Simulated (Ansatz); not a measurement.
Relax this structure to zero stress and force, keeping its symmetry:

```cif
data_structure
_symmetry_space_group_name_H-M 'P-6m2'
_symmetry_Int_Tables_number 187
_cell_length_a 2.7218
_cell_length_b 2.7218
_cell_length_c 4.3327
_cell_angle_alpha 90.000
_cell_angle_beta 90.000
_cell_angle_gamma 120.000
_cell_volume 27.80
loop_
_atom_site_label
_atom_site_type_symbol
_atom_site_symmetry_multiplicity
_atom_site_Wyckoff_symbol
_atom_site_fract_x
_atom_site_fract_y
_atom_site_fract_z
_atom_site_occupancy
Ru1 Ru 1 b 0.00000 0.00000 0.50000 1
Rh1 Rh 1 e 0.66667 0.33333 0.00000 1
```

Theory: DFT PBEsol, scalar-relativistic, plane waves, PAW in Ansatz.

Settings: cutoff 420 eV, Γ-centred mesh 18×18×10 on the computed 2-atom cell, Gaussian smearing of 0.10 eV; no spin polarisation.

Question: What does it relax to?

Answer: The volume falls by 0.49 Å³/atom to 13.41 Å³/atom, and the energy falls by 16.7 meV/atom. Final structure:
```cif
data_structure
_symmetry_space_group_name_H-M 'P-6m2'
_symmetry_Int_Tables_number 187
_cell_length_a 2.6891
_cell_length_b 2.6891
_cell_length_c 4.2825
_cell_angle_alpha 90.000
_cell_angle_beta 90.000
_cell_angle_gamma 120.000
_cell_volume 26.82
loop_
_atom_site_label
_atom_site_type_symbol
_atom_site_symmetry_multiplicity
_atom_site_Wyckoff_symbol
_atom_site_fract_x
_atom_site_fract_y
_atom_site_fract_z
_atom_site_occupancy
Ru1 Ru 1 b 0.00000 0.00000 0.50000 1
Rh1 Rh 1 e 0.66667 0.33333 0.00000 1
```

Course of the relaxation (steps run on the plane waves of an earlier cell, and the basis is chosen afresh near the end, so energy and pressure can step there; trial steps that raised the energy were taken back; energies are free energies):

| step | E − E_final (meV/atom) | P (GPa) | V (Å³/atom) |
| --- | --- | --- | --- |
| 1 | 16.7 | -10.56 | 13.90 |
| 2 | 22.0 | 14.19 | 12.88 |
| 3 | -0.1 | -0.90 | 13.45 |
| 4 | -0.2 | -0.01 | 13.41 |
| 5 | 0.0 | 0.00 | 13.41 |

Cost: 1 run of about 1 core-minutes, on Arm Neoverse V1 (shared hosts).